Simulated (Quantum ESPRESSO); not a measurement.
# Mo3Ta2WAlSn: finding a planted mistake in a log

A calculation, not a measurement. The program is pw.x of Quantum ESPRESSO 7.5 (plane-wave density functional theory). The cell is made up: eight metal atoms on a face-centred cubic lattice, with elements, volume, strain and displacements drawn at random and not relaxed, so it may be unstable or far from any real phase. PseudoDojo standard norm-conserving files set the functional (PBE unless stated); there is no spin polarisation or spin-orbit coupling, the Fermi-Dirac width of 0.25 eV means electrons at about 2900 K, and the masses in the input are unused placeholders. The tin pseudopotential is less sure than most, with forces differing by about three percent from a second method on plain tin. Heavy elements are run without spin-orbit coupling, which real alloys of them have. A spin test at this wide smearing found no moment, but such smearing suppresses magnetism that the real alloy may have.

Intended input:

```
&control calculation='scf', pseudo_dir='./dojo.nc.sr.pbe.v0_5.standard.upf', outdir='./o', disk_io='minimal', tprnfor=.true., tstress=.true. /
&system ibrav=0, nat=8, ntyp=5, nbnd=66, ecutwfc=79.96652505, nosym=.true., tot_charge=0,
 occupations='smearing', smearing='fd', degauss=0.0183746611
/
&electrons conv_thr=1.470e-08, electron_maxstep=70, mixing_beta=0.5 /
ATOMIC_SPECIES
Al 1.0 Al.upf
Mo 1.0 Mo.upf
Sn 1.0 Sn.upf
Ta 1.0 Ta.upf
W 1.0 W.upf
CELL_PARAMETERS angstrom
2.0379 4.2482 2.0645
-0.1171 4.3285 -4.1724
-4.2236 4.3633 -0.0824
ATOMIC_POSITIONS angstrom
Mo -0.011 0.0636 -0.0362
Ta -2.1072 2.1199 -0.0241
Mo 0.022 2.2543 -2.141
Ta -2.1384 4.3944 -2.2502
W -0.0651 4.2757 0.0402
Al -2.207 6.48 -0.0232
Mo -0.1717 6.5074 -2.1872
Sn -2.1529 8.6284 -2.1415
K_POINTS automatic
5 5 5 1 1 1
```

The log is shortened where brackets say so; the opening notice, blank lines, dates and the lines on written files are dropped, and the path of the files is cut. It prints rydbergs, bohrs and kilobars, and counts compression as positive stress. Its total energy is the free energy E - TS of the whole cell.

Log of the intended run:

```
     Program PWSCF v.7.5
     Parallel version (MPI & OpenMP), running on       4 processor cores
     Number of MPI processes:                 4
     Threads/MPI process:                     1
     [start-up lines left out]
     bravais-lattice index     =            0
     lattice parameter (alat)  =       9.7211  a.u.
     unit-cell volume          =     997.9785 (a.u.)^3
     number of atoms/cell      =            8
     number of atomic types    =            5
     number of electrons       =        99.00
     number of Kohn-Sham states=           66
     kinetic-energy cutoff     =      79.9665  Ry
     charge density cutoff     =     319.8661  Ry
     scf convergence threshold =      1.5E-08
     mixing beta               =       0.5000
     number of iterations used =            8  plain     mixing
     Exchange-correlation= PBE
                           (   1   4   3   4   0   0   0)
     [axes and pseudopotential details left out]
   Cartesian axes
     site n.     atom                  positions (alat units)
         1        Mo     tau(   1) = (  -0.0021383   0.0123635  -0.0070371  )
         2        Ta     tau(   2) = (  -0.4096294   0.4120982  -0.0046849  )
         3        Mo     tau(   3) = (   0.0042767   0.4382249  -0.4162000  )
         4        Ta     tau(   4) = (  -0.4156946   0.8542500  -0.4374279  )
         5        W      tau(   5) = (  -0.0126551   0.8311753   0.0078147  )
         6        Al     tau(   6) = (  -0.4290301   1.2596805  -0.0045100  )
         7        Mo     tau(   7) = (  -0.0333776   1.2650069  -0.4251810  )
         8        Sn     tau(   8) = (  -0.4185133   1.6773190  -0.4162972  )
     number of k points=    63  Fermi-Dirac smearing, width (Ry)=  0.0184
                       cart. coord. in units 2pi/alat
        k(    1) = (   0.0018974   0.1197495   0.0008862), wk =   0.0320000
        k(    2) = (  -0.1835849   0.1772223   0.0657148), wk =   0.0320000
     [further k points left out]
     Dense  grid:    96479 G-vectors     FFT dimensions: (  60,  72,  72)
     Estimated max dynamical RAM per process >     380.53 MB
     Estimated total dynamical RAM >       1.42 GB
     Initial potential from superposition of free atoms
     starting charge      98.9894, renormalised to      99.0000
     Starting wfcs are   73 randomized atomic wfcs
     total cpu time spent up to now is       15.2 secs
     per-process dynamical memory:   298.3 Mb
     Self-consistent Calculation
     iteration #  1     ecut=    79.97 Ry     beta= 0.50
     Davidson diagonalization with overlap
     ethr =  1.00E-02,  avg # of iterations =  2.4
     total cpu time spent up to now is       53.3 secs
     total energy              =    -995.12169601 Ry
     estimated scf accuracy    <       1.59618099 Ry
     iteration #  2     ecut=    79.97 Ry     beta= 0.50
     Davidson diagonalization with overlap
     ethr =  1.61E-03,  avg # of iterations =  3.2
     total cpu time spent up to now is       97.1 secs
     total energy              =    -994.30739577 Ry
     estimated scf accuracy    <      16.85379194 Ry
     [iterations 3 to 16 left out]
     iteration # 17     ecut=    79.97 Ry     beta= 0.50
     Davidson diagonalization with overlap
     ethr =  1.66E-11,  avg # of iterations =  2.5
     total cpu time spent up to now is      586.7 secs
     total energy              =    -995.89826918 Ry
     estimated scf accuracy    <       0.00000002 Ry
     iteration # 18     ecut=    79.97 Ry     beta= 0.50
     Davidson diagonalization with overlap
     ethr =  1.66E-11,  avg # of iterations =  1.0
     total cpu time spent up to now is      616.5 secs
     End of self-consistent calculation
     [lines on levels left out]
!    total energy              =    -995.89826918 Ry
     estimated scf accuracy    <          9.9E-10 Ry
     smearing contrib. (-TS)   =      -0.12565033 Ry
     internal energy E=F+TS    =    -995.77261884 Ry
     The total energy is F=E-TS. E is the sum of the following terms:
     one-electron contribution =    -230.96193912 Ry
     hartree contribution      =     165.23497315 Ry
     xc contribution           =    -200.03030001 Ry
     ewald contribution        =    -730.01535286 Ry
     convergence has been achieved in  18 iterations
     Forces acting on atoms (cartesian axes, Ry/au):
     atom    1 type  2   force =     0.00666055   -0.01421798   -0.01195838
     atom    2 type  4   force =     0.01401297    0.05799797   -0.04725946
     atom    3 type  2   force =    -0.03310122   -0.01273349    0.01842800
     atom    4 type  4   force =     0.02874260   -0.02417307    0.06638573
     atom    5 type  5   force =     0.02723170    0.01189110   -0.03213764
     atom    6 type  1   force =     0.00595276   -0.00073896   -0.01033188
     atom    7 type  2   force =     0.02556117   -0.02453855    0.02203866
     atom    8 type  3   force =    -0.07506053    0.00651298   -0.00516503
     Total force =     0.151990     Total SCF correction =     0.000054
     Computing stress (Cartesian axis) and pressure
          total   stress  (Ry/bohr**3)                   (kbar)     P=      -97.78
  -0.00066636   0.00016501   0.00001342          -98.03       24.27        1.97
   0.00016501  -0.00062247  -0.00010766           24.27      -91.57      -15.84
   0.00001342  -0.00010766  -0.00070520            1.97      -15.84     -103.74
     init_run     :     14.07s CPU     14.74s WALL (       1 calls)
     electrons    :    599.47s CPU    601.31s WALL (       1 calls)
     forces       :      4.10s CPU      4.14s WALL (       1 calls)
     stress       :     15.15s CPU     15.45s WALL (       1 calls)
     [timing details left out]
     PWSCF        :  10m33.35s CPU  10m36.25s WALL
     JOB DONE.
```

A second run was made from an input with one planted mistake. Its log:

```
     Program PWSCF v.7.5
     Parallel version (MPI & OpenMP), running on       4 processor cores
     Number of MPI processes:                 4
     Threads/MPI process:                     1
     [start-up lines left out]
     bravais-lattice index     =            0
     lattice parameter (alat)  =       9.7211  a.u.
     unit-cell volume          =     997.9785 (a.u.)^3
     number of atoms/cell      =            8
     number of atomic types    =            5
     number of electrons       =        99.00
     number of Kohn-Sham states=           66
     kinetic-energy cutoff     =      79.9665  Ry
     charge density cutoff     =     319.8661  Ry
     scf convergence threshold =      1.5E-08
     mixing beta               =       0.5000
     number of iterations used =            8  plain     mixing
     Exchange-correlation= PBE
                           (   1   4   3   4   0   0   0)
     [axes and pseudopotential details left out]
   Cartesian axes
     site n.     atom                  positions (alat units)
         1        Mo     tau(   1) = (  -0.0021383   0.0123635  -0.0070371  )
         2        Ta     tau(   2) = (  -0.4096294   0.3732192  -0.0046849  )
         3        Mo     tau(   3) = (   0.0042767   0.4382249  -0.4162000  )
         4        Ta     tau(   4) = (  -0.4156946   0.8542500  -0.4374279  )
         5        W      tau(   5) = (  -0.0126551   0.8311753   0.0078147  )
         6        Al     tau(   6) = (  -0.4290301   1.2596805  -0.0045100  )
         7        Mo     tau(   7) = (  -0.0333776   1.2650069  -0.4251810  )
         8        Sn     tau(   8) = (  -0.4185133   1.6773190  -0.4162972  )
     number of k points=    63  Fermi-Dirac smearing, width (Ry)=  0.0184
                       cart. coord. in units 2pi/alat
        k(    1) = (   0.0018974   0.1197495   0.0008862), wk =   0.0320000
        k(    2) = (  -0.1835849   0.1772223   0.0657148), wk =   0.0320000
     [further k points left out]
     Dense  grid:    96479 G-vectors     FFT dimensions: (  60,  72,  72)
     Estimated max dynamical RAM per process >     380.53 MB
     Estimated total dynamical RAM >       1.42 GB
     Initial potential from superposition of free atoms
     starting charge      98.9894, renormalised to      99.0000
     Starting wfcs are   73 randomized atomic wfcs
     total cpu time spent up to now is       16.9 secs
     per-process dynamical memory:   298.3 Mb
     Self-consistent Calculation
     iteration #  1     ecut=    79.97 Ry     beta= 0.50
     Davidson diagonalization with overlap
     ethr =  1.00E-02,  avg # of iterations =  2.4
     total cpu time spent up to now is       56.6 secs
     total energy              =    -994.97966054 Ry
     estimated scf accuracy    <       1.77376071 Ry
     iteration #  2     ecut=    79.97 Ry     beta= 0.50
     Davidson diagonalization with overlap
     ethr =  1.79E-03,  avg # of iterations =  3.1
     total cpu time spent up to now is       99.6 secs
     total energy              =    -994.14809233 Ry
     estimated scf accuracy    <      18.40758121 Ry
     [iterations 3 to 14 left out]
     iteration # 15     ecut=    79.97 Ry     beta= 0.50
     Davidson diagonalization with overlap
     ethr =  4.26E-10,  avg # of iterations =  1.6
     total cpu time spent up to now is      558.5 secs
     total energy              =    -995.86184501 Ry
     estimated scf accuracy    <       0.00000008 Ry
     iteration # 16     ecut=    79.97 Ry     beta= 0.50
     Davidson diagonalization with overlap
     ethr =  8.47E-11,  avg # of iterations =  2.0
     total cpu time spent up to now is      593.6 secs
     End of self-consistent calculation
     [lines on levels left out]
!    total energy              =    -995.86184502 Ry
     estimated scf accuracy    <          3.8E-09 Ry
     smearing contrib. (-TS)   =      -0.12821964 Ry
     internal energy E=F+TS    =    -995.73362538 Ry
     The total energy is F=E-TS. E is the sum of the following terms:
     one-electron contribution =    -235.40143859 Ry
     hartree contribution      =     167.49512217 Ry
     xc contribution           =    -200.09688846 Ry
     ewald contribution        =    -727.73042050 Ry
     convergence has been achieved in  16 iterations
     Forces acting on atoms (cartesian axes, Ry/au):
     atom    1 type  2   force =     0.01742168   -0.02305198   -0.01092041
     atom    2 type  4   force =     0.03395187    0.13517598   -0.04803414
     atom    3 type  2   force =    -0.03124771   -0.01242780    0.01580542
     atom    4 type  4   force =     0.02740274   -0.04496160    0.09511171
     atom    5 type  5   force =     0.02100075   -0.00302160   -0.04690547
     atom    6 type  1   force =     0.00484379   -0.00237629   -0.01183654
     atom    7 type  2   force =     0.02831009   -0.02498679    0.02055795
     atom    8 type  3   force =    -0.10168321   -0.02434992   -0.01377853
     Total force =     0.227324     Total SCF correction =     0.000139
     Computing stress (Cartesian axis) and pressure
          total   stress  (Ry/bohr**3)                   (kbar)     P=      -78.86
  -0.00049020   0.00022225   0.00000149          -72.11       32.69        0.22
   0.00022225  -0.00052907  -0.00011985           32.69      -77.83      -17.63
   0.00000149  -0.00011985  -0.00058891            0.22      -17.63      -86.63
     init_run     :     14.98s CPU     16.57s WALL (       1 calls)
     electrons    :    573.61s CPU    576.72s WALL (       1 calls)
     forces       :      4.62s CPU      4.70s WALL (       1 calls)
     stress       :     16.08s CPU     16.92s WALL (       1 calls)
     [timing details left out]
     PWSCF        :  10m 9.75s CPU  10m15.43s WALL
     JOB DONE.
```

Question: the log repeats what the program read. Compare it with the intended run: what was wrong in the second input?

Answer: one coordinate of one atom is wrong. The input lines that differ:

```
- Ta -2.1072 2.1199 -0.0241
+ Ta -2.1072 1.9199 -0.0241
```

```
                                            intended run  run with the mistake
                          free energy (eV)    -13549.886            -13549.391
         entropy term -TS, part of it (eV)        -1.710                -1.745
                            pressure (GPa)         -9.78                 -7.89
size of the largest force component (eV/Å)         1.930                 3.476
largest change of a force component (eV/Å)                               1.984
                                iterations            18                    16
```

For scale, a rerun of the intended cell at a higher cutoff and on a denser mesh moved values by no more than 0.002 eV in energy, 0.04 GPa in stress and 0.005 eV/Å in force, and a second program with other atomic files agreed on that cell to 2 % rms in force and 0.5 GPa in pressure.